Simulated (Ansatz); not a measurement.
Structure relaxation, ZnSnN2

The relaxed structure here is a generated cell of ZnSnN2: the first start was made by placing the elements on the sites of a structure type, and the end was not matched to a known phase here, so it may be hypothetical.

The start is a generated cell, ZnSnN2 placed in the AFLOW prototype ABC2_tP4_123_d_a_f (as in CaCuO2). The structure is fully relaxed (lattice and positions, P = 0) with r2SCAN (plane waves to 500 eV, PAW, scalar-relativistic; Ansatz, a program for electronic structure). First-step values are on the input's coarse k-mesh.

Ansatz input (later rounds restart from its end on a renewed k-mesh):
Ansatz 0.2 input:
```yaml
crystal:
  lattice:
    - [3.9553346, 0, 0]
    - [0, 3.9553346, 0]
    - [0, 0, 3.2775875]
  atoms:
    - { symbol: Zn, position: [0.5, 0.5, 0.5] }
    - { symbol: Sn, position: [0, 0, 0] }
    - { symbol: N, position: [0, 0.5, 0] }
    - { symbol: N, position: [0.5, 0, 0] }
basis: { ecutwfc: 500, ecutrho_ratio: 4, xc_grid: 4, fft_grid_basis: typed }
kpoints: { mp_grid: { grid: [6, 6, 7] } }
hamiltonian:
  xc: r2scan
  dispersion: none
  pseudopotentials: { kind: paw }
scf: { occupations: { method: fermi_dirac, width: 0.05 } }
relax: { f_tol: 0.01, max_steps: 100, cell: { stress_tol: 0.02 } }
output: { forces: true, stress: true }
```

Question: How large is the pressure on the unrelaxed cell, and of which sign?

Answer: +11 GPa (positive: the cell is compressed).

Question: By how much does the energy per atom fall from start to end?

Answer: 0.07 eV/atom.

Question: How does the volume per atom move from start to end?

Answer: +2.2 %, from 12.82 to 13.11 Å³/atom.

Question: How do the shortest distances between atoms change?

Answer: The closest pairs of elements (up to four, under 3.6 Å), start → end: N–Sn 1.98 → 2.05 Å; N–Zn 2.57 → 2.58 Å; N–N 2.80 → 2.90 Å; Zn–Zn 3.28 → 3.13 Å.

Question: What band gap does the relaxed structure have at this level?

Answer: No gap (metallic).

Question: Write out the relaxed structure.

Answer: 
```cif
data_N2SnZn
_chemical_formula_sum 'Zn1 Sn1 N2'
_space_group_name_H-M_alt 'P4/mmm'
_space_group_IT_number 123
_space_group_name_Hall '-P 4 2'
_cell_length_a 4.09425
_cell_length_b 4.09425
_cell_length_c 3.12736
_cell_angle_alpha 90.000
_cell_angle_beta 90.000
_cell_angle_gamma 90.000
loop_
_atom_site_label
_atom_site_type_symbol
_atom_site_symmetry_multiplicity
_atom_site_Wyckoff_symbol
_atom_site_fract_x
_atom_site_fract_y
_atom_site_fract_z
_atom_site_occupancy
Zn1 Zn 1 d 0.50000 0.50000 0.50000 1
Sn1 Sn 1 a 0.00000 0.00000 0.00000 1
N1 N 2 f 0.00000 0.50000 0.00000 1
```

The space group stays P4/mmm (No. 123) (the run could not lower it); the end is AFLOW prototype ABC2_tP4_123_d_a_f (as in CaCuO2), with 4 atoms in the primitive cell. Final values are on a 11×11×15 k-mesh of the relaxed cell. No spin polarisation in the result.

The run could not lose the symmetry of its start: the end is stationary, and may be a saddle point rather than a minimum.

All atoms sit on sites fixed by symmetry, so only the cell could relax.
